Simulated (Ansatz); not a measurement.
LaBi₂ClO₄ in space group P4/mmm (No. 123; La on 1a, Bi on 2h, Cl on 1b, O on 4i) under volume change, r²SCAN+D4 in the plane-wave PAW code Ansatz, shape and atoms relaxed at each volume.

| V (Å³/atom) | E − E(relaxed) (meV/atom) | P (GPa) |
|---|---|---|
| 16.065 | 38.6 | 8.79 |
| 16.594 | ___ | ___ |
| 17.124 | 3.7 | 2.29 |
| 17.654 | 0.0 | 0.01 |
| 18.183 | 3.1 | -1.82 |
| 18.713 | 11.7 | -3.33 |
| 19.243 | ___ | ___ |

Problem. What belongs in the gaps?

Solution. 
- 19.243, E − E(relaxed) (meV/atom): 24.9
- 19.243, P (GPa): -4.60
- 16.594, E − E(relaxed) (meV/atom): 15.8
- 16.594, P (GPa): 5.17

Problem. What does a third-order Birch–Murnaghan fit give for V₀, B₀ and B′?

Solution. V₀ = 17.65 Å³/atom, B₀ = 69.3 GPa, B′ = 6.2.

The first step of the workflow began from a Materials Project structure, measured or hypothetical; the Crystallography Open Database copy checked does not list it. Whether it is the stable phase at ambient conditions was not checked. Symmetry was held in the r²SCAN+D4 relaxation; whether a distortion lowers the energy is not shown. Scalar-relativistic: spin–orbit coupling is off unless named, which matters more the heavier the elements.

Potentials: the later of the program's two PAW sets.
